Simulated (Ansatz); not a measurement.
Si:
```xyz
8
Lattice="6.9217 1.9238 0.0000 -6.9217 1.9238 0.0000 -0.7498 0.0000 6.2937" Properties=species:S:1:pos:R:3 pbc="T T T"
Si    -6.8073     1.9238     5.5019
Si     6.0575     1.9238     0.7918
Si     0.3270     1.9238     4.1128
Si    -1.0768     1.9238     2.1809
Si    -4.0188     1.9238     0.3611
Si     3.2689     1.9238     5.9326
Si     2.7043     1.9238     3.6852
Si    -3.4542     1.9238     2.6085
```

Relaxed with r²SCAN. Special points in fractions of this cell's reciprocal vectors: Γ (0.000, 0.000, 0.000); C (0.270, 0.270, 0.000); C2 (-0.270, 0.730, 0.000); Y2 (-0.500, 0.500, 0.000); M2 (-0.500, 0.500, 0.500); D (-0.265, 0.735, 0.500); D2 (0.265, 0.265, 0.500); A (0.000, 0.000, 0.500); L2 (0.000, 0.500, 0.500); V2 (0.000, 0.500, 0.000).

Q: List the band energies nearest the valence-band maximum at these points for the program Ansatz at the r²SCAN level (PAW).

A: In eV from the valence-band maximum; about four levels below and three above (degenerate sets whole), none deeper than 8.9 eV; points with the same levels are listed once.

| k | below | above |
|---|---|---|
| Γ | -0.94 -0.79 -0.39 0.00 | 0.72 1.74 1.84 |
| C | -3.04 -2.78 -2.74 -1.74 | 1.23 1.41 1.75 |
| Y2 | -1.51 -1.18 -0.83 -0.43 | 0.56 1.40 2.41 |
| M2 | -2.19 -1.59 -1.22 -0.84 | 0.42 1.49 1.59 |
| D | -2.53 -2.25 -2.00 -1.93 | 1.57 1.67 1.86 |
| A | -1.52 -1.39 -1.11 -1.01 | 1.10 1.50 2.02 |
| L2 | -2.33 -2.08 -1.86 -1.54 | 1.23 1.63 1.76 |
| V2 | -3.07 -2.95 -2.32 -2.02 | 1.00 1.74 2.05 |

Space group C2/m. The workflow started from a Materials Project entry (that database holds measured and hypothetical structures alike); the Crystallography Open Database copy checked does not list it. It is not the phase usual at ambient conditions (space group No. 227). The r²SCAN relaxation kept the symmetry of its start; of distortions, only those at the zone centre were tested.

Potentials: the later of the program's two PAW sets.
